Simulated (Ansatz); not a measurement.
CoSi₂ (fluorite or antifluorite type, Fm-3m) at seven volumes, plane-wave PAW PBE (Ansatz code), scaled uniformly. One row is withheld.

| V (Å³/atom) | P (GPa) |
|---|---|
| 11.676 | 20.89 |
| 12.061 | 12.75 |
| 12.446 | 5.85 |
| 12.831 | 0.00 |
| 13.216 | -4.94 |
| 13.600 | -9.11 |
| 13.985 | ? |

Question: Fit the shown pressures and predict the withheld one.

Answer: P = (3/2)B₀(x^(7/2) − x^(5/2))[1 + (3/4)(B′ − 4)(x − 1)] with x = (V₀/V)^(2/3). Least squares on the six rows gives V₀ = 12.832 Å³/atom, B₀ = 179 GPa, B′ = 4.52. At V = 13.985, x = 0.9443 and P = -12.69 GPa. The run itself gave -12.59 GPa.

The PBE relaxation kept the symmetry of its start; phonons on a q-mesh show no instability. No spin polarisation was allowed.

Potentials: the later of the program's two PAW sets.
